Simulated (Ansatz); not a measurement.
**SnTe3: energy against volume and a worked fit**

Symmetry: Fm-3m, No. 225, cubic system. The conventional cell has a = 7.722 Å, b = 7.722 Å, c = 7.722 Å, α = 90.00°, β = 90.00°, γ = 90.00°. Around Te (site symmetry m-3m) lie 8 Te at 3.34 Å. Te (site symmetry -43m) has 4 Te at 3.34 Å and 4 Sn at 3.34 Å as nearest neighbours. Sn (site symmetry m-3m) has 8 Te at 3.34 Å as nearest neighbours.

The cell comes from a database or a generator and needn't be the stable form of this composition.

The cell was scaled at fixed shape and fractions and run with Ansatz, Ansatz PAW, cutoff 420 eV; PBE, k mesh 6 × 6 × 6 on the cell of 4 atoms, fermi-dirac occupations of 0.05 eV, no spin polarisation, no spin-orbit coupling. Energies are those that the program minimises, any entropy of the smearing included. For a metal such a mesh isn't converged to the digits shown.

| V (Å³/atom) | energy over the lowest row (meV/atom) |
| --- | --- |
| 27.0565 | 19.053 |
| 27.6321 | 8.553 |
| 28.2078 | ? |
| 28.7835 | 0.000 |
| 29.3592 | 1.195 |
| 29.9348 | 5.577 |
| 30.5105 | 12.814 |

Fit the third-order Birch-Murnaghan form, give V0, B0 and B′, and predict the energy left open.

With y = (V0/V)^(2/3), E = E0 + (9 V0 B0/16) [(y - 1)³ B′ + (y - 1)² (6 - 4y)]. Least squares through the rows shown give V0 = 28.8676 Å³/atom, E0 = -0.030 meV, B0 = 48.31 GPa (1 eV/Å³ = 160.218 GPa) and B′ = 4.01, with a largest miss of 0.009 meV. At V = 28.2078 the form with these constants gives 2.333 meV; the run gave 2.330 meV an atom.
